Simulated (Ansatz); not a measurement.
Level of theory: DFT PBE, scalar-relativistic, plane waves, PAW (Ansatz). All cells share a 420 eV cutoff and Γ-centred k meshes spaced about 0.3 Å⁻¹ or finer (0.25 for metals, 2π included). No spin polarisation.

A search over trial structures of Sn₂GeN₂ gave this relaxed cell.

Space group C2/m (No. 12). a = 5.438 Å, b = 3.150 Å, c = 9.871 Å, α = 90.00°, β = 100.97°, γ = 90.00°
| atom | site | symmetry | x | y | z |
| --- | --- | --- | --- | --- | --- |
| Sn | 4i | m | 0.4446 | 0.0000 | 0.3220 |
| Ge | 2a | 2/m | 0.0000 | 0.0000 | 0.0000 |
| N | 4i | m | 0.3690 | 0.0000 | 0.1039 |

Task: Does it survive phonon and random-displacement tests?

Result: As far as tested, yes. The phonons at Γ show no imaginary mode. (Phonon run: 12×12×4 k mesh, Gaussian smearing of 0.10 eV.) After random moves of the atoms it relaxes back. Other q points weren't tested. The optical modes at Γ run from 39 to 700 cm⁻¹. Sn is surrounded by 1 N at 2.11 Å; Ge has 6 N at 2.07–2.08 Å; N has 3 Ge at 2.07–2.08 Å and 1 Sn at 2.11 Å.

Phonons of metals hang on the k mesh and the smearing.
